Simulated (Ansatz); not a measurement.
**Guessed and relaxed cells of TiSn**

The guess for TiSn was made by a generator: random cell by space group and Wyckoff sites (Fm-3m, No. 225). The dimensions are guesses.

start:

Space group Fm-3m (No. 225). a = 5.545 Å, b = 5.545 Å, c = 5.545 Å, α = 90.00°, β = 90.00°, γ = 90.00°
| atom | site | symmetry | x | y | z |
| --- | --- | --- | --- | --- | --- |
| Ti | 4b | m-3m | 0.5000 | 0.0000 | 0.0000 |
| Sn | 4a | m-3m | 0.0000 | 0.0000 | 0.0000 |

Theory: DFT PBE, scalar-relativistic, plane waves, PAW (Ansatz 0.2.0). Cutoff 420 eV, Gaussian smearing, Γ-centred meshes. Cell and atoms relax first on a coarse mesh and then on a finer one. In between, the cell is made exact in the group found at 0.06 Å. In metals the finer mesh still leaves noise of several meV/atom or more. The steps can't lower the symmetry of their start. No spin polarisation in the relaxation; trial moments died out in a coarse test.

end:

Space group Fm-3m (No. 225). a = 5.601 Å, b = 5.601 Å, c = 5.601 Å, α = 90.00°, β = 90.00°, γ = 90.00°
| atom | site | symmetry | x | y | z |
| --- | --- | --- | --- | --- | --- |
| Ti | 4b | m-3m | 0.5000 | 0.0000 | 0.0000 |
| Sn | 4a | m-3m | 0.0000 | 0.0000 | 0.0000 |

The symmetry stays Fm-3m (No. 225). The end has the rock salt type. The volume per atom grows by 3.1 %, from 21.3 to 22.0 Å³. The shortest distance goes from 2.77 Å (Ti–Sn) to 2.80 Å (Ti–Sn).

For TiSn, the volume per atom is 21.97 Å³. The density is 6.30 g/cm³ and the energy over the elements is −0.06 eV/atom. The gap on the 18×18×18 mesh of the 2-atom cell is 0 eV (a metal).

Energies over the elements count from the elements' standard structures at the same level, with no fitted energy shifts. The references include grey tin. It lies below the elements, which doesn't yet make it stable against other compounds or structures.

The last run used Gaussian smearing of 0.10 eV. Symmetry constrained the relaxation, so the result can be a saddle point. In all, the 3 runs took 35 s on 1 thread of Arm Neoverse V2, with other jobs on the host.
